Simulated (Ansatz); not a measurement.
The structure comes from a relaxation in the same program, started in the hcp type, and has space group P6_3/mmc. Whether it is a known phase or the ground state wasn't checked.

Input and log of a run on Sc: DFT, PBE, all-electron LAPW, scalar-relativistic (Ansatz 0.2.0).

Command: `ansatz run input.yaml --threads 1 --pin off --max-ram 2048MiB --backend cpu --events-out ev --progress --plain --runs-dir out` The run took 21 s on 1 thread of Arm Neoverse V1, with other jobs on the host, peak memory 0.37 GiB.

```yaml
crystal:
  lattice:
    - [3.3193722124, 0.0, 0.0]
    - [-1.6596861062, 2.8746606605, 0.0]
    - [0.0, 0.0, 5.1678532666]
  atoms:
    - { symbol: Sc, position: [0.3333333333, 0.6666666667, 0.25] }
    - { symbol: Sc, position: [0.6666666667, 0.3333333333, 0.75] }
kpoints:
  mp_grid: { grid: [15, 15, 8] }
  band_path:
    path:
      - [0.0, 0.0, 0.0]
      - [0.5, 0.0, 0.0]
      - [0.3333333333, 0.3333333333, 0.0]
      - [0.0, 0.0, 0.0]
      - [0.0, 0.0, 0.5]
      - [0.5, 0.0, 0.5]
      - [0.3333333333, 0.3333333333, 0.5]
      - [0.0, 0.0, 0.5]
      - [0.5, 0.0, 0.5]
    npoints: 14
scf:
  occupations: { method: fermi_dirac, width: 0.05 }
hamiltonian:
  xc: pbe
  pseudopotentials: { kind: all_electron, lapw: { basis_error: 0.0005 } }
output:
  forces: true
  stress: true
  eigenvalues: true
  populations: true
  dos: { projected: true, de: 0.2, e_range: [-14, 8] }
```

The log:

```
Sc: projections on atomic orbitals take those of the free atom 1s2 2s2 2p6 3s2 3p6 3d1 4s2, of charge +0.00 (hamiltonian.pseudopotentials.projection_atoms)
LAPW: plane waves up to 6.961 Å⁻¹, error target 5.0e-4 eV per atom; small_component_spin mean_spin; Sc in spheres of 1.609 Å, 11 of its electrons in bands, Dirac shells []
Engine: ansatz 0.2.0
Pseudopotentials: kind: all_electron
Pseudopotential: Sc, LAPW, valence charge 11, Koelling and Harmon's equation, gaussian nucleus
Functional definition: PBE
  parameter kappa = 0.804
  parameter beta = 0.06672455060314922
  exchange = pbe_x(kappa = kappa, mu = beta*pi^2/3)
  correlation = pbe_c(beta = beta)
Crystal: 2 atoms, lattice volume = 49.312 Å³
Basis set: ecut = 184.59582350034236 eV, 287 PW (Γ), exchange–correlation at level 2
Bands: 15, of which v1, the nominal top of the filled ones, is band 11 counted from 1 (10 counted from 0)
Symmetry: 24 space group operations
Space group: P63/mmc (ITA 194), of the structure as read, at distance tolerance 3.7e-5 Å
k-points: 135 of 1800
Non-local potential: Sc, projectors of the file, none
Initial density: superposition of atomic densities (chi_scale 0.1, normalization cell)
Initial wavefunctions: plane waves of lowest kinetic energy (no species holds an atomic orbital)
Functional: x = pbe(κ = 0.804, μ = 0.2195149727645171), c = pbe(β = 0.06672455060314922)
iter 1 solved again at ethr=3.10e-4 eV; its pass at ethr=1.00e-1 eV (dr2=6.83e-2 eV) is discarded
SCF iter   1: F=—  HF=-41591.215371 eV  |F-HF|=—  |Δ(HF+E_count)|=         —  Δρ=1.23e-2  dr2=6.91e-2  ethr=3.10e-4  ⟨swp⟩=2.9  Hψ=14942  notcnv=0
preconditioner: auto → none  [metal: Δε(μ)=0.018 eV  Ē_g=2.647 eV  σ=0.050 eV  W_gap=0.09  n_scr=8 (ndim 8)  ℏωp=13.0 eV  f_vac=0.000  D(μ)=4.11/eV (n_scr^D=42)  sad-step TF]
SCF iter   2: F=—  HF=-41591.121527 eV  |F-HF|=—  |Δ(HF+E_count)|=   9.38e-2  Δρ=6.01e-3  dr2=1.88e-2  ethr=3.10e-4  ⟨swp⟩=2.9  Hψ=7410  notcnv=0
SCF iter   3: F=—  HF=-41591.122864 eV  |F-HF|=—  |Δ(HF+E_count)|=         —  Δρ=2.93e-3  dr2=4.43e-3  ethr=8.53e-5  ⟨swp⟩=2.0  Hψ=6571  notcnv=0
the basis was enlarged: its passes take 53.8 KiB over the memory plan, 1 of 1 planned eigensolver slots
iter 4 solved again at ethr=2.58e-8 eV; its pass at ethr=2.02e-5 eV (dr2=5.67e-6 eV) is discarded
SCF iter   4: F=—  HF=-41591.123632 eV  |F-HF|=—  |Δ(HF+E_count)|=   7.68e-4  Δρ=1.03e-4  dr2=5.71e-6  ethr=2.58e-8  ⟨swp⟩=3.0  Hψ=11095  notcnv=0
SCF iter   5: F=—  HF=-41591.123631 eV  |F-HF|=—  |Δ(HF+E_count)|=   1.06e-6  Δρ=1.20e-5  dr2=7.56e-8  ethr=2.58e-8  ⟨swp⟩=3.0  Hψ=7067  notcnv=0
SCF iter   6: F=-41591.123631 eV  HF=-41591.123631 eV  |F-HF|=6.77e-10  |Δ(HF+E_count)|=   1.50e-8  Δρ=1.05e-6  dr2=3.87e-10  ethr=3.44e-10  ⟨swp⟩=2.1  Hψ=6590  notcnv=0
SCF 1 converged in 6 iterations: F = -41591.123631 eV  dr2 = 3.87e-10
NSCF: frozen V_eff on 113 k-points
SCF converged after 6 iterations
Free energy (F): -41591.123631 eV
Harris-Foulkes:  -41591.123631 eV  (|F-HF|=6.77e-10)
Internal energy: -41591.089726 eV  (E = F + TS)
E sigma→0 (E₀):  -41591.106678 eV
Entropy (-TS):   -0.033905 eV (-16.952 meV/atom)
Fermi energy:    9.560526 eV
--- Per-component energies (eV) ---
  E_band       = -330.816825
  E_kinetic    = 41953.323157
  E_xc         = -2126.812291
  E_electrostatic = -81417.600592  (all electrons and nuclei)
  E_smearing   = -0.033905  (= −TS)
  E_closure    = 0.000000  (closes the sum)
  E_atoms      = -41581.987588  (free atoms, spherical and without spin; not in F)
  Σ components = -41591.123631   (vs F -41591.123631, Δ=0.00e0)
  Basis errors (estimates in eV, not in F): energy 5.4e-5 per atom: plane waves 3.4e-5 (1.7e-5 summed), levels above the bands 9.3e-18, relativity 4.4e-9, radial functions 1.9e-5, core shells 5.9e-9; eigenvalues (radial functions only) 3.4e-7; not estimated: angular momenta, meshes, grids; target (lapw.basis_error) 5.0e-4; muffin-tin radii Sc 1.609 Å
--- Forces (eV/Å), atoms counted from 1 ---
  atom   1  Sc     0.00000000    -0.00000000     0.00000000
  atom   2  Sc     0.00000000     0.00000000     0.00000000
  max |Σ_I F_I| component: 3.70e-17 eV/Å
--- Stress (GPa, compression-positive) ---
       -0.009398      -0.000000       0.000000
        0.000000      -0.009398       0.000000
        0.000000       0.000000      -0.040148
  P = ⅓ Tr σ = -0.0196 GPa (-0.196 kbar)
--- Band table (eV; the first three rows and the last of 135) ---
  k-point 0: bands = ["-39.8575", "-39.7865", "-18.6821", "-18.3413", "-18.3413", "-18.2746", "-18.2746", "-18.2467", "4.4403", "7.9320", "10.1727", "11.1530", "11.1530", "11.4142", "11.6024"]
  k-point 1: bands = ["-39.8548", "-39.7893", "-18.6661", "-18.3388", "-18.3388", "-18.2771", "-18.2771", "-18.2639", "4.5462", "7.7820", "10.1306", "11.0973", "11.0973", "11.3430", "11.5361"]
  k-point 2: bands = ["-39.8471", "-39.7970", "-18.6203", "-18.3316", "-18.3316", "-18.3125", "-18.2844", "-18.2844", "4.8566", "7.3352", "10.1252", "11.0194", "11.0194", "11.1430", "11.3779"]
  k-point 134: bands = ["-39.7860", "-39.7860", "-18.5913", "-18.5913", "-18.4855", "-18.4855", "-18.3195", "-18.3195", "9.1551", "9.1551", "9.4313", "9.4313", "9.8236", "9.8236", "11.9516"]
--- Löwdin populations: 2 sites ---
  site symbol       q [e]
     0     Sc     20.8707
     1     Sc     20.8707
  spilling = 0.006158 (of n_electrons = 42.000000)
```
